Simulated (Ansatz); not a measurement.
Start of a relaxation of Hf2Si3:

```cif
data_structure
_symmetry_space_group_name_H-M 'Cmmm'
_symmetry_Int_Tables_number 65
_cell_length_a 5.2414
_cell_length_b 5.5287
_cell_length_c 6.6600
_cell_angle_alpha 90.000
_cell_angle_beta 90.000
_cell_angle_gamma 90.000
_cell_volume 192.99
loop_
_atom_site_label
_atom_site_type_symbol
_atom_site_symmetry_multiplicity
_atom_site_Wyckoff_symbol
_atom_site_fract_x
_atom_site_fract_y
_atom_site_fract_z
_atom_site_occupancy
Hf1 Hf 4 l 0.50000 0.00000 0.32876 1
Si1 Si 2 b 0.50000 0.00000 0.00000 1
Si2 Si 4 e 0.25000 0.25000 0.00000 1
```

Level of theory: DFT PBE, scalar-relativistic, plane waves, PAW (Ansatz 0.2.0). Cutoff 420 eV, Gaussian smearing, Γ-centred meshes. Cell and atoms relax first on a coarse mesh and then on a finer one. In between, the cell is made exact in the group found at 0.06 Å. In metals the finer mesh still leaves noise of several meV/atom or more. The steps can't lower the symmetry of their start. No spin polarisation.

A guess keeps its type if space group and coordination stay and the shape of the cell changes little (axis ratios within about 15 %, angles within 6°); the volume may change.

Task: Does it keep its structure type, or change into something else?

Result: It doesn't keep its type. The symmetry stays Cmmm (No. 65). The volume per atom grows by 48.9 %, from 19.3 to 28.7 Å³. The shortest distance goes from 1.90 Å (Si–Si) to 2.27 Å (Si–Si). Counting neighbours within 15 % of an atom's shortest distance, the start has Hf 2, Si 2/6 and the end Hf 1, Si 4/6. In detail, at the end Hf is surrounded by 1 Si at 2.43 Å and 1 Hf at 2.85 Å; Si on a site of symmetry mmm is surrounded by 4 Si at 2.27 Å and 2 Hf at 2.43 Å; Si on a site of symmetry 2/m is surrounded by 2 Si at 2.27 Å and 2 Si at 2.42 Å.

Space group Cmmm (No. 65). a = 4.836 Å, b = 7.698 Å, c = 7.718 Å, α = 90.00°, β = 90.00°, γ = 90.00°
```
atom  site  symmetry       x       y       z
  Hf    4l       mm2  0.5000  0.0000  0.3154
  Si    2b       mmm  0.5000  0.0000  0.0000
  Si    4e     ..2/m  0.2500  0.2500  0.0000
```

Formation energies are uncorrected and refer to the elements' standard structures at the same level.

Task: At what energy does it end?

Result: +1.47 eV/atom. It can't be a ground state, since the elements alone are lower.

The last run used a 10×10×6 mesh (in the run's order of axes) for its 5-atom cell and Gaussian smearing of 0.10 eV. Spin–orbit coupling, which can matter for Hf, is left out. Symmetry constrained the relaxation, so the result can be a saddle point. Another cell of Hf2Si3 relaxed alike, in P-3m1, lies 1.99 eV/atom lower, so this cell isn't the stable form at this level.

In counts of neighbours, a slash parts the counts of unlike sites.
